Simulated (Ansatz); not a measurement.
YCl, DFT, PBEsol, all-electron PAW with datasets made for the crystal, scalar-relativistic (Ansatz 0.2.0), run on 1 thread of Intel(R) Xeon(R) 6975P-C (Granite Rapids) on a shared host.

The geometry is COD entry 4344519, unchecked; take it as a test cell. The listed cell was then made from it by scaling, straining or moving an atom.

Command: `ansatz run input.yaml --threads 1 --pin off --max-ram 4096MiB --backend cpu --events-out ev --progress --plain --runs-dir out`

```yaml
crystal:
  lattice:
    - [1.876150623, 1.0831960672, 8.9915]
    - [-1.876150623, 1.0831960672, 8.9915]
    - [0.0, -2.1663921344, 8.9915]
  atoms:
    - { symbol: "Y", position: [0.21683, 0.21683, 0.21683] }
    - { symbol: "Y", position: [0.78317, 0.78317, 0.78317] }
    - { symbol: Cl, position: [0.3883, 0.3883, 0.3883] }
    - { symbol: Cl, position: [0.6117, 0.6117, 0.6117] }
kpoints:
  mp_grid: { grid: [8, 8, 8] }
scf:
  occupations: { method: fermi_dirac, width: 0.02 }
hamiltonian:
  xc: pbesol
  pseudopotentials: { kind: all_electron, datasets: crystal }
output:
  forces: true
  stress: true
  eigenvalues: true
  efg: { contact_densities: true }
```

How large is the problem that the program sets up?

65 irreducible k-points, 819 plane waves at Γ, 29 bands.

About how long does it take, and how much memory does it use?

14 s of wall time for 11 SCF iterations, with a peak of 0.72 GiB. Times on shared machines scatter by tens of per cent.

And the same cell and mesh by PAW with the default files, asked for forces, stress, eigenvalues, efg, on the same hardware?

4.9 s, peak memory 0.53 GiB.
